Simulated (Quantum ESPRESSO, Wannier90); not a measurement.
Wannier functions of GaN (zinc blende)

```
CELL_PARAMETERS angstrom
      0.00000     2.25350     2.25350
      2.25350     0.00000     2.25350
      2.25350     2.25350     0.00000
ATOMIC_POSITIONS crystal
  Ga 0.00000 0.00000 0.00000
  N  0.25000 0.25000 0.25000
```

Cell from Materials Project (mp-830), symmetrised, no further relaxation. Not found in the COD (Crystallography Open Database) copy used, which has the formula in other groups; not checked further. Computed values, not measurements, from PBE: Quantum ESPRESSO (norm-conserving PseudoDojo potentials, cutoff 68 Ry, no spin polarisation, no spin-orbit coupling) on a Γ-centred 12×12×12 mesh, then Wannier90. Density: 12×12×12 mesh, cold smearing 0.01 Ry.

Valence charges of the files: Ga 13, N 5. 20 bands were computed.

Isolated groups of bands, relative to the valence-band maximum (bands from 10 on overlap up to the last one computed):

```
bands  from (eV)  to (eV)  filling             weight on atomic waves
-----  ---------  -------  -------  ---------------------------------
1         -15.91   -14.90   filled  Ga 3d 40 %, N 2s 40 %, Ga 4p 14 %
2–6       -13.57   -11.23   filled               Ga 3d 91 %, N 2s 5 %
7–9        -7.02     0.00   filled   N 2p 71 %, Ga 4p 15 %, Ga 4s 9 %
```

Wanted is a model with the orbitals Ga s p, N s p, without the filled groups that are mainly made of other shells (semicore states, and anion s where it isn't named); all higher bands stay in for disentanglement.

Task: Give num_wann, exclude_bands and num_bands, and the number of electrons that the model holds.

Result: Electrons: 1×13 + 1×5 = 18, which fill 9 bands.
num_wann = 1×4 + 1×4 = 8.
exclude_bands = 2-6, 5 bands, so num_bands = 20 − 5 = 15.
The model holds 18 − 2×5 = 8 electrons. With the window frozen to 3.26 eV it follows pw.x to 0.8 meV rms (states up to 2.8 eV relative to the valence-band maximum).
